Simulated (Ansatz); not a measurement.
YNbN3 (cubic perovskite, Pm-3m) under volume change, r²SCAN (plane waves, PAW; program Ansatz), scaled uniformly.

| V (Å³/atom) | E − E(relaxed) (meV/atom) | P (GPa) |
|---|---|---|
| 11.935 | 79.5 | 23.43 |
| 12.328 | 33.5 | 14.26 |
| 12.722 | 8.0 | 6.68 |
| 13.115 | 0.0 | 0.00 |
| 13.509 | 7.4 | -5.85 |
| 13.902 | 28.1 | -10.94 |
| 14.296 | 60.6 | -15.36 |

### Question
What does a third-order Birch–Murnaghan fit give for V₀, B₀ and B′?

### Answer
V₀ = 13.11 Å³/atom, B₀ = 208 GPa, B′ = 3.7.

The start of the workflow was typed in or built on a structure type; neither database checked (COD, Materials Project) lists it. Whether it is the stable phase at ambient conditions was not checked. Symmetry was held in the r²SCAN relaxation; its stability against distortions is not shown here. The workflow began spin-polarised and lost its moments. Other orbital occupations within this spin state were not tried.

Potentials: the later of the program's two PAW sets.
